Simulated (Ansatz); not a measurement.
A relaxed structure of HfSiO₄. Space group I4₁/amd (No. 141), AFLOW prototype A4BC_tI24_141_h_b_a (as in ZrSiO4). Level of theory: PBE (plane waves to 420 eV, PAW, scalar-relativistic; Ansatz, a first-principles code).

```cif
data_Hf4O16Si4
_chemical_formula_sum 'O16 Si4 Hf4'
_space_group_name_H-M_alt 'I41/amd :1'
_space_group_IT_number 141
_space_group_name_Hall 'I 4bw 2bw -1bw'
_cell_length_a 6.64524
_cell_length_b 6.64524
_cell_length_c 6.01425
_cell_angle_alpha 90.000
_cell_angle_beta 90.000
_cell_angle_gamma 90.000
loop_
_atom_site_label
_atom_site_type_symbol
_atom_site_symmetry_multiplicity
_atom_site_Wyckoff_symbol
_atom_site_fract_x
_atom_site_fract_y
_atom_site_fract_z
_atom_site_occupancy
O1 O 16 h 0.31580 0.00000 0.06893 1
Si1 Si 4 b 0.00000 0.00000 0.50000 1
Hf1 Hf 4 a 0.00000 0.00000 0.00000 1
```
(The calculation used a cell of 12 atoms; values per cell refer to that cell.)

```yaml
volume_per_atom: 11.07 Å³
density: 6.77 g/cm³
band_gap: 5.33 eV, indirect (valence top at Γ, conduction bottom at k = (0.1667, 0.1667, 0.3333)) (no spin-orbit coupling)
smallest_direct_gap: 5.65 eV at k = (0.1667, 0.1667, 0.1667)
shortest_distances: O–Si 1.64 Å; Hf–O 2.14 Å; O–O 2.45 Å; Hf–Si 3.01 Å
k-mesh: 6×6×6
```

Band energies at high-symmetry points (eV from the VBM; labels of this space group; no spin-orbit coupling), from −5 eV up to 8.7 eV:

```tsv
point	energies
Γ	-4.45 -4.22 -3.93 -3.20 -3.04 -3.04 -2.84 -2.41 -2.41 -1.54 -1.54 -0.78 -0.78 -0.74 -0.68 -0.58 -0.58 -0.52 0.00 5.66 5.97 5.98 6.10 6.10 6.99 7.05 7.24 7.24 7.91
X	-4.76 -4.76 -4.75 -4.75 -4.38 -4.38 -3.32 -3.32 -2.87 -2.87 -2.48 -2.48 -1.98 -1.98 -1.32 -1.32 -0.95 -0.95 -0.87 -0.87 -0.56 -0.56 5.33 5.33 6.41 6.41 6.41 6.41 7.74 7.74
M	-4.70 -4.70 -3.62 -3.62 -2.97 -2.97 -2.93 -2.93 -1.91 -1.91 -1.71 -1.71 -1.42 -1.42 -1.28 -1.28 -1.04 -1.04 -0.88 -0.88 6.11 6.11 6.43 6.43 6.60 6.60 7.25 7.25 8.08 8.08
Z	-4.66 -4.66 -3.62 -3.55 -3.14 -3.14 -2.76 -2.76 -2.00 -1.94 -1.89 -1.58 -1.58 -1.51 -1.29 -1.17 -0.99 -0.99 -0.81 -0.81 6.03 6.19 6.34 6.56 6.58 6.58 7.30 7.30 7.79 8.35
Z0	-4.66 -4.66 -3.62 -3.55 -3.14 -3.14 -2.76 -2.76 -2.00 -1.94 -1.89 -1.58 -1.58 -1.51 -1.29 -1.17 -0.99 -0.99 -0.81 -0.81 6.03 6.19 6.34 6.56 6.58 6.58 7.30 7.30 7.79 8.35
P	-4.94 -4.94 -4.32 -4.32 -4.13 -4.13 -3.72 -3.72 -2.70 -2.70 -2.50 -2.50 -1.92 -1.92 -1.60 -1.60 -1.20 -1.20 -1.09 -1.09 -0.47 -0.47 5.33 5.33 6.61 6.61 7.06 7.06 8.08 8.08
N	-4.27 -4.23 -4.07 -3.99 -3.36 -3.11 -2.80 -2.72 -2.46 -2.39 -2.21 -2.03 -1.75 -1.55 -1.28 -1.08 -0.93 -0.78 -0.24 -0.21 5.56 5.72 6.45 6.61 6.72 7.17 7.59 7.95 8.18 8.30
```

No spin polarisation in the result.

The run could not lose the symmetry of its start; a randomly shaken copy of 12 atoms returns to this structure.

The first start was generated by placing the elements on the sites of a structure type. A measured structure of HfSiO4 has the same space group, I4₁/amd (No. 141); the sites were not compared with it.
